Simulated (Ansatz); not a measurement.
## Relaxing a structure of Ge

The start is a generated trial cell of Ge in the beta-W structure type. A full variable-cell relaxation at zero pressure is run with r2SCAN (plane waves to 500 eV, PAW, scalar-relativistic; Ansatz, a program for electronic structure). The first steps use a 6×6×6 k-mesh.

The start:
```
Ge
1.0
    5.42811     0.00000     0.00000
    0.00000     5.42811     0.00000
    0.00000     0.00000     5.42811
Ge
8
Direct
  0.25000   0.00000   0.50000
  0.75000   0.00000   0.50000
  0.00000   0.50000   0.25000
  0.00000   0.50000   0.75000
  0.50000   0.25000   0.00000
  0.50000   0.75000   0.00000
  0.00000   0.00000   0.00000
  0.50000   0.50000   0.50000
```

```json
{
 "initial_pressure": "-2.2 GPa (negative: the cell is under tension)",
 "outcome": "The space group stays Pm-3n (No. 223) (the run could not lower it), with 8 atoms in the primitive cell",
 "energy_released": "under 0.01 eV/atom",
 "Shortest distances (start → end)": "The closest pairs of elements (up to four, under 3.6 Å), start → end: Ge–Ge 2.71 → 2.68 Å",
 "band_gap_at_the_end": "zero (metallic)",
 "optimiser_moves": "5"
}
```

It ends as:

```cif
data_Ge8
_chemical_formula_sum 'Ge8'
_space_group_name_H-M_alt 'Pm-3n'
_space_group_IT_number 223
_space_group_name_Hall '-P 4n 2 3'
_cell_length_a 5.36893
_cell_length_b 5.36893
_cell_length_c 5.36893
_cell_angle_alpha 90.000
_cell_angle_beta 90.000
_cell_angle_gamma 90.000
loop_
_atom_site_label
_atom_site_type_symbol
_atom_site_symmetry_multiplicity
_atom_site_Wyckoff_symbol
_atom_site_fract_x
_atom_site_fract_y
_atom_site_fract_z
_atom_site_occupancy
Ge1 Ge 6 c 0.00000 0.50000 0.25000 1
Ge2 Ge 2 a 0.00000 0.00000 0.00000 1
```

Final values are on a 9×9×9 k-mesh of the relaxed cell. No spin polarisation in the result.

The run could not lose the symmetry of its start, so the end can be a saddle point.

All atoms sit on sites fixed by symmetry, so only the cell could relax.

The relaxed structure here is a generated cell of Ge: the first start was made by placing the elements on the sites of a structure type, and the end was not matched to a known phase here, so it may be hypothetical. Known forms of Ge include space group No. 227.
